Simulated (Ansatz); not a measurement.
# Cold compression of Sb (fcc type)

```
CELL_PARAMETERS angstrom
0.00000 2.35772 2.35772
2.35772 0.00000 2.35772
2.35772 2.35772 0.00000
ATOMIC_POSITIONS crystal
Sb 0.00000 0.00000 0.00000
```

The cell comes from a relaxation on PAW files under the same functional, begun from a prototype that needn't be the stable phase.

Its volume is scaled at fixed shape and fractional positions.

Computed with Ansatz 0.2.0; functional PBEsol, scalar-relativistic. Settings: a Γ-centred 15×15×15 k mesh, Fermi–Dirac smearing of 0.1 eV, no spin polarisation. Methods: LAPW: all electrons, basis error target 1 meV/atom; PAW: frozen-core files, cutoff 420 eV; crystal datasets: all electrons, by PAW datasets that the program makes for each cell; norm-conserving: pseudopotentials, cutoff 1088 eV; PAW (cutoff 250 eV): frozen-core files, cutoff 250 eV.

Energies are extrapolated to zero smearing and count from the unscaled cell; pressure is positive in compression; gaps take the mesh and a band path. No temperature or zero-point motion is included.

Spin–orbit coupling is left out, which matters for the heavy atoms. The PAW files were made under PBE. The structure type is held throughout; the real material can change phase at far lower pressure.

| V/V0 | V (Å³/atom) | P LAPW (GPa) | ΔE LAPW (eV/atom) | P PAW − LAPW (GPa) | ΔE PAW − LAPW (meV/atom) |
| --- | --- | --- | --- | --- | --- |
| 1.00 | 26.21 | 0.01 | 0.000 | -0.01 | 0.0 |
| 0.92 | 24.12 | 6.73 | 0.040 | -0.02 | -0.1 |
| 0.84 | 22.02 | 17.40 | 0.192 | -0.02 | -0.3 |
| 0.76 | 19.92 | ? | ? | ? | ? |
| 0.68 | 17.82 | 62.5 | 1.139 | -0.02 | -0.8 |
| 0.60 | 15.73 | 110.8 | 2.244 | 0.02 | -0.9 |
| 0.52 | 13.63 | 197.0 | 4.203 | 0.10 | 0.2 |
| 0.45 | 11.80 | 336.0 | 7.172 | 0.13 | 1.5 |

Task: Fit the Vinet equation to the LAPW pressures shown (residuals weighted by 1/(|P| + 0.03·Pmax)), and predict the pressure of the withheld row.

Result: The fit gives V0 = 26.25 Å³/atom, B0 = 62 GPa and B0′ = 5.26. At 19.92 Å³/atom, x = (V/V0)^(1/3) = 0.9121, and P = 3·B0·(1 − x)/x²·exp[1.5·(B0′ − 1)·(1 − x)] = 34.4 GPa. The run itself gave 34.4 GPa (+0.2 % off) and ΔE = 0.522 eV/atom.

Task: From the table, what is the rise of the enthalpy H = E + pV up to the last row, and how stiff is the crystal between the last two rows?

Result: ΔH = 7.172 eV + (336.0 GPa × 11.80 Å³ − 0.01 GPa × 26.21 Å³) × 0.006242 eV/(GPa·Å³) = 31.91 eV/atom, of which pV makes 78 %. The mean bulk modulus there is −ΔP/Δln V = 962 GPa.

Task: At the smallest volume, how far do crystal datasets and norm-conserving and PAW (cutoff 250 eV) lie from LAPW in pressure?

Result: crystal datasets: 0.00 GPa; norm-conserving: -2.07 GPa; PAW (cutoff 250 eV): -7.42 GPa, on a LAPW pressure of 336.0 GPa.

Task: How do the Löwdin populations by LAPW change from the unscaled cell to the last row?

Result: Sb 5s 1.90 → 1.61, Sb 5p 3.04 → 3.27 electrons an atom. These are projections on the shells that the free atoms fill; 0.06 e a cell lies outside them at the start and 0.17 e at the end.
